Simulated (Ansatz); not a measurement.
**BePd, a database entry at a rescaled volume**

```yaml
crystal:
  lattice:
    - [2.80502, 0.00000, 0.00000]
    - [0.00000, 2.80502, 0.00000]
    - [0.00000, 0.00000, 2.80502]
  atoms:
    - { symbol: Be, position: [0.00000, 0.00000, 0.00000] }
    - { symbol: Pd, position: [0.50000, 0.50000, 0.50000] }
```

Method: r2SCAN, no spin polarisation; PAW, plane waves to 500 eV, 12×12×12 Γ-centred mesh, fermi-dirac occupations (width 0.1 eV) (Ansatz 0.2.0), atoms fixed.

Formation energy: -0.57 eV an atom against the elements' usual phases (free molecules for gases, crystals otherwise, with no correction for O₂ or N₂), so it is bound against them; other compounds may still compete. Relaxing would lower it.
Charges: Bader charges in e: Be +1.53, Pd -1.53. In the mean Be gives up most and Pd takes most.
At the Fermi level: It is a metal, with about 0.61 states/eV a cell as the mean within 0.25 eV of the Fermi level.
Stress: The pressure is 1.6 GPa (compression positive), so with the atoms held at these fractions the cell would first expand.

Origin: a database entry at a rescaled volume.
